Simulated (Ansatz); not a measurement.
## Equation of state of MgB$_{2}$ from a dense series

```
CELL_PARAMETERS angstrom
3.08500 0.00000 0.00000
-1.54250 2.67169 0.00000
0.00000 0.00000 3.52300
ATOMIC_POSITIONS crystal
Mg 0.00000 0.00000 0.00000
B 0.33333 0.66667 0.50000
B 0.66667 0.33333 0.50000
```

Atoms are numbered in the order listed.

The cell comes from COD entry 1000026, which wasn't checked; take it as a given geometry.

Computed with DFT, LDA, all-electron LAPW, scalar-relativistic in Ansatz 0.2.0.

Settings: a Γ-centred 15×15×12 k mesh, Fermi–Dirac smearing of 0.05 eV, basis error target 0.5 meV/atom, no spin polarisation.

The cell is scaled evenly. Fractional coordinates are held (clamped ions).

```tsv
V (Å³/atom)	P (GPa)
9.098	1.87
9.292	-1.60
9.485	-4.75
9.582	-6.21
9.679	-7.61
9.776	-8.94
9.873	-10.20
10.066	-12.56
```

**Question.** Fit a third-order Birch–Murnaghan curve to the pressures.

**Answer.** P = (3B0/2)(y^(7/2) − y^(5/2))[1 + (3/4)(B0′ − 4)(y − 1)] with y = (V0/V)^(2/3) fits within 0.01 GPa for V0 = 9.200 Å³/atom, B0 = 164.4 GPa and B0′ = 3.63.

**Question.** Predict the pressure at the withheld volume, 10.260 Å³/atom.

**Answer.** There y = 0.9299, so the fit gives -14.70 GPa; the run gave -14.70 GPa.
